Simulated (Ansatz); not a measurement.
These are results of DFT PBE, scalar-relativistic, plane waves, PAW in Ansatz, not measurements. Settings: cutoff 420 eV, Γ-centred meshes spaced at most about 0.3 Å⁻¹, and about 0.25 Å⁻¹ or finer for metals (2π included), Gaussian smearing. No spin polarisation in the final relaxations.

These are static total energies at zero pressure.

Two forms of Sn3As were relaxed alike.

A.

Space group P6_3/mmc (No. 194). a = 6.648 Å, b = 6.648 Å, c = 5.365 Å, α = 90.00°, β = 90.00°, γ = 120.00°
| atom | site | symmetry | x | y | z |
| --- | --- | --- | --- | --- | --- |
| Sn | 6h | mm2 | 0.3416 | 0.1708 | 0.7500 |
| As | 2d | -6m2 | 0.6667 | 0.3333 | 0.2500 |

B.

Space group Im-3m (No. 229). a = 6.002 Å, b = 6.002 Å, c = 6.002 Å, α = 90.00°, β = 90.00°, γ = 90.00°
```json
{"atom": "Sn", "site": "6b", "symmetry": "4/mm.m", "x": "0.5000", "y": "0.0000", "z": "0.0000"}
{"atom": "As", "site": "2a", "symmetry": "m-3m", "x": "0.0000", "y": "0.0000", "z": "0.0000"}
```

Question: Which is lower in energy, and by how much?

Answer: B is lower, by 89 meV/atom. A has the Ni3Sn (D0_19) type, space group P6_3/mmc (No. 194), 25.7 Å³/atom and no gap on its mesh; B has space group Im-3m (No. 229), 27.0 Å³/atom and no gap. Counting Sn atoms around As (those within 1.25 times the shortest such distance or 1.15 times the sum of covalent radii, 1.27 where that leaves under three; the shortest distance is added where it exceeds 1.18 times the sum of covalent radii), A has As 12 from 3.3 Å and B has As 6. The lower one is the more open, so pressure narrows the difference. Even the lower one lies +0.05 eV/atom against the reference forms of the elements (uncorrected), so neither is stable at this level. Both come from invented guesses.

In Im-3m an odd number of electrons in the primitive cell allows no gap without spin; a larger cell or a magnetic state could open one. A magnetic state wasn't ruled out in cells without spin, among them Im-3m. Cells relaxed within their symmetry can be saddle points.
